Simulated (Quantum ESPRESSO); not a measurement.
## Au3Re2In2Ga (one run as intended and one with a planted mistake)

A calculation, not a measurement. The program is pw.x of Quantum ESPRESSO 7.5 (plane-wave density functional theory). The cell is made up: eight metal atoms on a face-centred cubic lattice, with elements, volume, strain and displacements drawn at random and not relaxed, so it may be unstable or far from any real phase. PseudoDojo standard norm-conserving files set the functional (PBE unless stated); there is no spin polarisation or spin-orbit coupling, the Fermi-Dirac width of 0.25 eV means electrons at about 2900 K, and the masses in the input are unused placeholders. Heavy elements are run without spin-orbit coupling, which real alloys of them have. A spin test at this wide smearing found no moment, but such smearing suppresses magnetism that the real alloy may have.

Intended input:

```
&control calculation='scf', pseudo_dir='./dojo.nc.sr.pbe.v0_5.standard.upf', outdir='./o', disk_io='minimal', tprnfor=.true., tstress=.true. /
&system ibrav=0, nat=8, ntyp=4, nbnd=73, ecutwfc=84.00895049, nosym=.true., tot_charge=0,
 occupations='smearing', smearing='fd', degauss=0.0183746611
/
&electrons conv_thr=1.470e-08, electron_maxstep=70, mixing_beta=0.5 /
ATOMIC_SPECIES
Au 1.0 Au.upf
Ga 1.0 Ga.upf
In 1.0 In.upf
Re 1.0 Re.upf
CELL_PARAMETERS angstrom
-0.0086 2.1207 2.088
-4.1627 0.0063 0.011
-0.0094 -8.5385 8.4077
ATOMIC_POSITIONS angstrom
Au 0.0518 0.0531 0.0234
Re -0.074 -2.0787 2.1204
Re -0.0745 -4.3091 4.2137
In 0.0412 -6.4711 6.2959
In -2.0903 -0.0215 2.2393
Au -2.1283 -2.2015 4.2307
Ga -2.0999 -4.33 6.3124
Au -2.0192 -6.4093 8.454
K_POINTS automatic
8 6 2 1 1 1
```

The log is shortened where brackets say so; the opening notice, blank lines, dates and the lines on written files are dropped, and the path of the files is cut. It prints rydbergs, bohrs and kilobars, and counts compression as positive stress. Its total energy is the free energy E - TS of the whole cell.

Log of the intended run:

```
     Program PWSCF v.7.5
     Parallel version (MPI & OpenMP), running on       4 processor cores
     Number of MPI processes:                 4
     Threads/MPI process:                     1
     [start-up lines left out]
     bravais-lattice index     =            0
     lattice parameter (alat)  =       5.6240  a.u.
     unit-cell volume          =    1001.6869 (a.u.)^3
     number of atoms/cell      =            8
     number of atomic types    =            4
     number of electrons       =       126.00
     number of Kohn-Sham states=           73
     kinetic-energy cutoff     =      84.0090  Ry
     charge density cutoff     =     336.0358  Ry
     scf convergence threshold =      1.5E-08
     mixing beta               =       0.5000
     number of iterations used =            8  plain     mixing
     Exchange-correlation= PBE
                           (   1   4   3   4   0   0   0)
     [axes and pseudopotential details left out]
   Cartesian axes
     site n.     atom                  positions (alat units)
         1        Au     tau(   1) = (   0.0174053   0.0178421   0.0078626  )
         2        Re     tau(   2) = (  -0.0248647  -0.6984638   0.7124754  )
         3        Re     tau(   3) = (  -0.0250327  -1.4479004   1.4158450  )
         4        In     tau(   4) = (   0.0138436  -2.1743538   2.1154849  )
         5        In     tau(   5) = (  -0.7023615  -0.0072242   0.7524270  )
         6        Au     tau(   6) = (  -0.7151299  -0.7397259   1.4215572  )
         7        Ga     tau(   7) = (  -0.7055872  -1.4549230   2.1210291  )
         8        Au     tau(   8) = (  -0.6784712  -2.1535884   2.8406279  )
     number of k points=    48  Fermi-Dirac smearing, width (Ry)=  0.0184
                       cart. coord. in units 2pi/alat
        k(    1) = (  -0.0593442   0.0002029   0.0886330), wk =   0.0416667
        k(    2) = (  -0.0594462   0.0873360   0.0001349), wk =   0.0416667
     [further k points left out]
     Dense  grid:   104217 G-vectors     FFT dimensions: (  36,  45, 135)
     Estimated max dynamical RAM per process >     368.21 MB
     Estimated total dynamical RAM >       1.36 GB
     Initial potential from superposition of free atoms
     starting charge     125.9886, renormalised to     126.0000
     Starting wfcs are   77 randomized atomic wfcs
     total cpu time spent up to now is        4.7 secs
     per-process dynamical memory:   278.5 Mb
     Self-consistent Calculation
     iteration #  1     ecut=    84.01 Ry     beta= 0.50
     Davidson diagonalization with overlap
     ethr =  1.00E-02,  avg # of iterations =  3.6
     total cpu time spent up to now is       16.6 secs
     total energy              =   -1652.84190250 Ry
     estimated scf accuracy    <       3.30356806 Ry
     iteration #  2     ecut=    84.01 Ry     beta= 0.50
     Davidson diagonalization with overlap
     ethr =  2.62E-03,  avg # of iterations =  7.1
     total cpu time spent up to now is       32.4 secs
     total energy              =   -1647.80859945 Ry
     estimated scf accuracy    <     128.48536498 Ry
     [iterations 3 to 15 left out]
     iteration # 16     ecut=    84.01 Ry     beta= 0.50
     Davidson diagonalization with overlap
     ethr =  2.63E-10,  avg # of iterations =  2.0
     total cpu time spent up to now is      187.2 secs
     total energy              =   -1654.90869568 Ry
     estimated scf accuracy    <       0.00000003 Ry
     iteration # 17     ecut=    84.01 Ry     beta= 0.50
     Davidson diagonalization with overlap
     ethr =  2.17E-11,  avg # of iterations =  2.3
     total cpu time spent up to now is      197.3 secs
     End of self-consistent calculation
     [lines on levels left out]
!    total energy              =   -1654.90869568 Ry
     estimated scf accuracy    <          4.6E-09 Ry
     smearing contrib. (-TS)   =      -0.08899586 Ry
     internal energy E=F+TS    =   -1654.81969982 Ry
     The total energy is F=E-TS. E is the sum of the following terms:
     one-electron contribution =    -473.98833841 Ry
     hartree contribution      =     318.34499322 Ry
     xc contribution           =    -347.32273990 Ry
     ewald contribution        =   -1151.85361474 Ry
     convergence has been achieved in  17 iterations
     Forces acting on atoms (cartesian axes, Ry/au):
     atom    1 type  1   force =     0.00245199   -0.00951906    0.01019513
     atom    2 type  4   force =     0.01369567   -0.04629012    0.04690738
     atom    3 type  4   force =     0.00418561    0.01314043   -0.00874522
     atom    4 type  3   force =    -0.00206833   -0.00023429    0.00483806
     atom    5 type  3   force =    -0.01156611   -0.00567425   -0.00254925
     atom    6 type  1   force =    -0.00672971   -0.00541497    0.00873473
     atom    7 type  2   force =     0.00414634    0.04716924   -0.04945417
     atom    8 type  1   force =    -0.00411545    0.00682301   -0.00992666
     Total force =     0.100989     Total SCF correction =     0.000485
     Computing stress (Cartesian axis) and pressure
          total   stress  (Ry/bohr**3)                   (kbar)     P=      -59.49
  -0.00033055  -0.00000464   0.00003232          -48.63       -0.68        4.75
  -0.00000464  -0.00048371   0.00005389           -0.68      -71.16        7.93
   0.00003232   0.00005389  -0.00039889            4.75        7.93      -58.68
     init_run     :      4.33s CPU      4.52s WALL (       1 calls)
     electrons    :    188.35s CPU    192.62s WALL (       1 calls)
     forces       :      2.05s CPU      2.06s WALL (       1 calls)
     stress       :      7.03s CPU      7.19s WALL (       1 calls)
     [timing details left out]
     PWSCF        :   3m21.99s CPU   3m26.65s WALL
     JOB DONE.
```

A second run has one planted mistake: the files are those of another functional. The input lines that differ:

```
- &control calculation='scf', pseudo_dir='./dojo.nc.sr.pbe.v0_5.standard.upf', outdir='./o', disk_io='minimal', tprnfor=.true., tstress=.true. /
+ &control calculation='scf', pseudo_dir='./dojo.nc.sr.lda.v0_4_1.standard.upf', outdir='./o', disk_io='minimal', tprnfor=.true., tstress=.true. /
```

Its log:

```
     Program PWSCF v.7.5
     Parallel version (MPI & OpenMP), running on       4 processor cores
     Number of MPI processes:                 4
     Threads/MPI process:                     1
     [start-up lines left out]
     bravais-lattice index     =            0
     lattice parameter (alat)  =       5.6240  a.u.
     unit-cell volume          =    1001.6869 (a.u.)^3
     number of atoms/cell      =            8
     number of atomic types    =            4
     number of electrons       =       126.00
     number of Kohn-Sham states=           73
     kinetic-energy cutoff     =      84.0090  Ry
     charge density cutoff     =     336.0358  Ry
     scf convergence threshold =      1.5E-08
     mixing beta               =       0.5000
     number of iterations used =            8  plain     mixing
     Exchange-correlation= SLA  PW   NOGX NOGC
                           (   1   4   0   0   0   0   0)
     [axes and pseudopotential details left out]
   Cartesian axes
     site n.     atom                  positions (alat units)
         1        Au     tau(   1) = (   0.0174053   0.0178421   0.0078626  )
         2        Re     tau(   2) = (  -0.0248647  -0.6984638   0.7124754  )
         3        Re     tau(   3) = (  -0.0250327  -1.4479004   1.4158450  )
         4        In     tau(   4) = (   0.0138436  -2.1743538   2.1154849  )
         5        In     tau(   5) = (  -0.7023615  -0.0072242   0.7524270  )
         6        Au     tau(   6) = (  -0.7151299  -0.7397259   1.4215572  )
         7        Ga     tau(   7) = (  -0.7055872  -1.4549230   2.1210291  )
         8        Au     tau(   8) = (  -0.6784712  -2.1535884   2.8406279  )
     number of k points=    48  Fermi-Dirac smearing, width (Ry)=  0.0184
                       cart. coord. in units 2pi/alat
        k(    1) = (  -0.0593442   0.0002029   0.0886330), wk =   0.0416667
        k(    2) = (  -0.0594462   0.0873360   0.0001349), wk =   0.0416667
     [further k points left out]
     Dense  grid:   104217 G-vectors     FFT dimensions: (  36,  45, 135)
     Estimated max dynamical RAM per process >     368.21 MB
     Estimated total dynamical RAM >       1.36 GB
     Initial potential from superposition of free atoms
     starting charge     125.9914, renormalised to     126.0000
     Starting wfcs are   77 randomized atomic wfcs
     total cpu time spent up to now is        4.6 secs
     per-process dynamical memory:   278.5 Mb
     Self-consistent Calculation
     iteration #  1     ecut=    84.01 Ry     beta= 0.50
     Davidson diagonalization with overlap
     ethr =  1.00E-02,  avg # of iterations =  3.4
     total cpu time spent up to now is       16.2 secs
     total energy              =   -1648.29282071 Ry
     estimated scf accuracy    <       3.21704110 Ry
     iteration #  2     ecut=    84.01 Ry     beta= 0.50
     Davidson diagonalization with overlap
     ethr =  2.55E-03,  avg # of iterations =  7.0
     total cpu time spent up to now is       32.3 secs
     total energy              =   -1643.37570978 Ry
     estimated scf accuracy    <     125.36628990 Ry
     [iterations 3 to 15 left out]
     iteration # 16     ecut=    84.01 Ry     beta= 0.50
     Davidson diagonalization with overlap
     ethr =  1.91E-10,  avg # of iterations =  2.0
     total cpu time spent up to now is      189.2 secs
     total energy              =   -1650.30030083 Ry
     estimated scf accuracy    <       0.00000003 Ry
     iteration # 17     ecut=    84.01 Ry     beta= 0.50
     Davidson diagonalization with overlap
     ethr =  2.13E-11,  avg # of iterations =  2.1
     total cpu time spent up to now is      199.6 secs
     End of self-consistent calculation
     [lines on levels left out]
!    total energy              =   -1650.30030083 Ry
     estimated scf accuracy    <          1.8E-09 Ry
     smearing contrib. (-TS)   =      -0.08995092 Ry
     internal energy E=F+TS    =   -1650.21034991 Ry
     The total energy is F=E-TS. E is the sum of the following terms:
     one-electron contribution =    -476.96665575 Ry
     hartree contribution      =     317.82507832 Ry
     xc contribution           =    -339.21515775 Ry
     ewald contribution        =   -1151.85361474 Ry
     convergence has been achieved in  17 iterations
     Forces acting on atoms (cartesian axes, Ry/au):
     atom    1 type  1   force =     0.00282436   -0.00729253    0.00764273
     atom    2 type  4   force =     0.01082178   -0.04416803    0.04482428
     atom    3 type  4   force =     0.00232120    0.01791469   -0.01339704
     atom    4 type  3   force =    -0.00182801   -0.00475679    0.00828536
     atom    5 type  3   force =    -0.01045607   -0.00812144    0.00085954
     atom    6 type  1   force =    -0.00516945   -0.00556410    0.00800604
     atom    7 type  2   force =     0.00436375    0.04700091   -0.04918325
     atom    8 type  1   force =    -0.00287757    0.00498729   -0.00703766
     Total force =     0.099120     Total SCF correction =     0.000291
     Computing stress (Cartesian axis) and pressure
          total   stress  (Ry/bohr**3)                   (kbar)     P=     -158.08
  -0.00100753  -0.00000431   0.00002589         -148.21       -0.63        3.81
  -0.00000431  -0.00114853   0.00004481           -0.63     -168.96        6.59
   0.00002589   0.00004481  -0.00106783            3.81        6.59     -157.08
     init_run     :      4.31s CPU      4.52s WALL (       1 calls)
     electrons    :    190.77s CPU    194.99s WALL (       1 calls)
     forces       :      2.01s CPU      2.02s WALL (       1 calls)
     stress       :      6.89s CPU      6.89s WALL (       1 calls)
     [timing details left out]
     PWSCF        :   3m24.06s CPU   3m28.51s WALL
     JOB DONE.
```

|  | intended run | run with the mistake |
| --- | --- | --- |
| free energy (eV) | -22516.180 | -22453.479 |
| entropy term -TS, part of it (eV) | -1.211 | -1.224 |
| pressure (GPa) | -5.95 | -15.81 |
| size of the largest force component (eV/Å) | 1.272 | 1.265 |
| largest change of a force component (eV/Å) |  | 0.123 |
| iterations | 17 | 17 |

For scale, a rerun of the intended cell at a higher cutoff and on a denser mesh moved values by no more than 0.012 eV in energy, 0.09 GPa in stress and 0.007 eV/Å in force, and a second program with other atomic files agreed on that cell to 2 % rms in force and 0.5 GPa in pressure. Files of another functional or element have another zero of energy, so the energy change says nothing on stability.